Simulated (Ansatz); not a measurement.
Starting cell, NbRu (space group P4/mmm):

```yaml
crystal:
  lattice:
    - [5.99850, 0.00000, 0.00000]
    - [2.99925, 2.99925, 0.00000]
    - [0.00000, 0.00000, 3.37532]
  atoms:
    - { symbol: Nb, position: [0.00000, 0.00000, 0.00000] }
    - { symbol: Nb, position: [0.50000, 0.00000, 0.00000] }
    - { symbol: Ru, position: [0.00000, 0.50000, 0.50000] }
    - { symbol: Ru, position: [0.50000, 0.50000, 0.50000] }
```

A phonon eigenvector at M = (0.5, 0.5, 0.0) is frozen into this cell: atom i moves by Q times the vector below, so Q is the largest atomic displacement, in Å. The cell is held. It is one choice among 2 degenerate patterns. (q is in reciprocal vectors of the primitive cell; the cell shown is doubled to hold the pattern.)

```json
[
 {"atom": "Nb1", "x": "0.000", "y": "1.000", "z": "0.000"},
 {"atom": "Nb2", "x": "0.000", "y": "-1.000", "z": "0.000"},
 {"atom": "Ru3", "x": "-0.891", "y": "0.000", "z": "0.000"},
 {"atom": "Ru4", "x": "0.891", "y": "0.000", "z": "0.000"}
]
```

Calculation: LDA (plane waves to 420 eV, PAW, scalar-relativistic; Ansatz, a program for electronic structure). k mesh 15×15×14 (Γ-centred), Fermi-Dirac smearing 0.05 eV. E stands for the smeared free energy. Left out: 2 of 13 points, with atoms too close for the PAW data. With partly filled bands, energies and forces of such displacements shift with the k mesh and the smearing. NbRu is run without spin polarisation. NbRu was relaxed with its symmetry unable to fall. ΔE is measured from the undisplaced structure.

```tsv
Q (Å)	ΔE (meV/cell)
-0.233	2258
-0.140	773
-0.047	84
0.047	84
0.140	773
0.233	2258
```

Q: Which DFPT wavenumber at M = (0.5, 0.5, 0.0) belongs to this mode?
A. 247 cm⁻¹
B. 171 cm⁻¹
C. 111 cm⁻¹

A: A, 247 cm⁻¹. The curvature of the scan gives 246 cm⁻¹

(A displaced cell: forces are minus the slopes of the energy, force constants its curvatures, and phonons follow from these.)
